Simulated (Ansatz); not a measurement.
MgZn₃O₄:
```cif
data_Mg2O8Zn6
_chemical_formula_sum 'Mg2 O8 Zn6'
_space_group_name_H-M_alt 'P63mc'
_space_group_IT_number 186
_space_group_name_Hall 'P 6c -2c'
_cell_length_a 6.48653
_cell_length_b 6.48653
_cell_length_c 5.18716
_cell_angle_alpha 90.000
_cell_angle_beta 90.000
_cell_angle_gamma 120.000
loop_
_atom_site_label
_atom_site_type_symbol
_atom_site_symmetry_multiplicity
_atom_site_Wyckoff_symbol
_atom_site_fract_x
_atom_site_fract_y
_atom_site_fract_z
_atom_site_occupancy
Mg1 Mg 2 b 0.66667 0.33333 0.00124 1
O1 O 2 b 0.66667 0.33333 0.38209 1
Zn1 Zn 6 c 0.16576 0.33152 0.00102 1
O2 O 6 c 0.16737 0.33474 0.38321 1
```

Relaxed with r²SCAN.

Question: Which orbitals make up the states near the band edges in DFT-r²SCAN in the program Ansatz with PAW potentials?

Answer: Top 1 eV of the valence band: O 2p 78 %, Zn 3d 20 %. Bottom 1 eV of the conduction band: Zn 4s 44 %, O 2s 23 %, Mg 3s 17 %, O 2p 14 %. Projections are on Löwdin-orthogonalised atomic valence shells; empty p or d shells of many metals are not among them.

Question: Tabulate the density of states.

Answer: States/eV per cell of 16 atoms, in 0.25 eV bins, energy from the valence-band maximum.

| E (eV) | total | Zn 3d | O 2p | Zn 4s |
|---|---|---|---|---|
| -5.85 | 0.00 | 0.00 | 0.00 | 0.00 |
| -5.60 | 28.26 | 15.84 | 10.06 | 1.99 |
| -5.35 | 36.60 | 24.02 | 11.00 | 1.07 |
| -5.10 | 49.05 | 35.34 | 12.63 | 0.68 |
| -4.85 | 27.68 | 19.82 | 7.18 | 0.45 |
| -4.60 | 20.98 | 16.02 | 4.37 | 0.34 |
| -4.35 | 28.19 | 24.73 | 2.92 | 0.20 |
| -4.10 | 49.23 | 47.52 | 1.07 | 0.11 |
| -3.85 | 2.05 | 1.57 | 0.35 | 0.07 |
| -3.60 | 19.17 | 10.51 | 6.89 | 1.27 |
| -3.35 | 18.40 | 7.42 | 8.89 | 1.33 |
| -3.10 | 6.94 | 2.96 | 3.21 | 0.43 |
| -2.85 | 5.84 | 1.97 | 3.28 | 0.24 |
| -2.60 | 6.47 | 1.96 | 3.98 | 0.15 |
| -2.35 | 11.31 | 3.00 | 7.42 | 0.26 |
| -2.10 | 13.73 | 3.26 | 9.59 | 0.22 |
| -1.85 | 10.13 | 2.19 | 7.44 | 0.07 |
| -1.60 | 13.10 | 2.83 | 9.61 | 0.09 |
| -1.35 | 16.70 | 3.46 | 12.50 | 0.10 |
| -1.10 | 21.73 | 4.26 | 16.68 | 0.11 |
| -0.85 | 16.60 | 3.34 | 12.76 | 0.06 |
| -0.60 | 16.78 | 3.32 | 13.06 | 0.04 |
| -0.35 | 9.13 | 1.77 | 7.20 | 0.01 |
| -0.10 | 3.91 | 0.74 | 3.11 | 0.00 |
| 0.15 | 0.00 | 0.00 | 0.00 | 0.00 |
| 0.40 | 0.00 | 0.00 | 0.00 | 0.00 |
| 0.65 | 0.00 | 0.00 | 0.00 | 0.00 |
| 0.90 | 0.00 | 0.00 | 0.00 | 0.00 |
| 1.15 | 0.00 | 0.00 | 0.00 | 0.00 |
| 1.40 | 0.00 | 0.00 | 0.00 | 0.00 |
| 1.65 | 0.00 | 0.00 | 0.00 | 0.00 |
| 1.90 | 0.00 | 0.00 | 0.00 | 0.00 |
| 2.15 | 0.06 | 0.00 | 0.00 | 0.03 |
| 2.40 | 0.16 | 0.00 | 0.02 | 0.07 |
| 2.65 | 0.24 | 0.00 | 0.03 | 0.10 |
| 2.90 | 0.33 | 0.00 | 0.06 | 0.14 |
| 3.15 | 0.43 | 0.00 | 0.08 | 0.19 |
| 3.40 | 0.54 | 0.00 | 0.11 | 0.24 |
| 3.65 | 0.66 | 0.00 | 0.13 | 0.29 |
| 3.90 | 0.80 | 0.00 | 0.17 | 0.37 |
| 4.15 | 1.09 | 0.00 | 0.23 | 0.51 |
| 4.40 | 1.02 | 0.00 | 0.22 | 0.49 |
| 4.65 | 1.12 | 0.00 | 0.23 | 0.54 |
| 4.90 | 1.62 | 0.00 | 0.33 | 0.77 |
| 5.15 | 1.71 | 0.00 | 0.34 | 0.84 |
| 5.40 | 2.19 | 0.00 | 0.42 | 1.11 |
| 5.65 | 2.84 | 0.00 | 0.52 | 1.47 |
| 5.90 | 1.86 | 0.00 | 0.31 | 0.99 |
| 6.15 | 3.52 | 0.01 | 0.55 | 1.76 |
| 6.40 | 4.18 | 0.01 | 0.55 | 1.96 |
| 6.65 | 3.74 | 0.01 | 0.47 | 1.71 |

Space group P6_3mc. The start of the workflow was typed in or built on a structure type; neither database checked (COD, Materials Project) lists it. Its standing as an ambient phase is unchecked. The r²SCAN relaxation kept the symmetry of its start; its stability against distortions is not shown here.

Potentials: the earlier of the program's two PAW sets.
